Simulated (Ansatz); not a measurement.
KBr (rock salt, Fm-3m), DFT-PBE in the program Ansatz with PAW potentials: ε∞ = 2.50, cell volume 75.38 Å³. Infrared-active transverse modes:

```
ω_TO (cm⁻¹)  oscillator strength S_xx (e²/amu)
-----------  ---------------------------------
100.3                                  0.04912
```

Question: Compute the static dielectric constant.

Answer: Each mode adds (4.921e7/V) S/ω²: 3.19. So ε0 = 5.69.

Question: What LO frequency does the Lyddane–Sachs–Teller relation give?

Answer: ω_LO = ω_TO √(ε0/ε∞) = 151 cm⁻¹.

The PBE relaxation kept the symmetry of its start; phonons on a q-mesh show no instability. Spin–orbit coupling is left out wherever it is not named.

Potentials: the later of the program's two PAW sets.
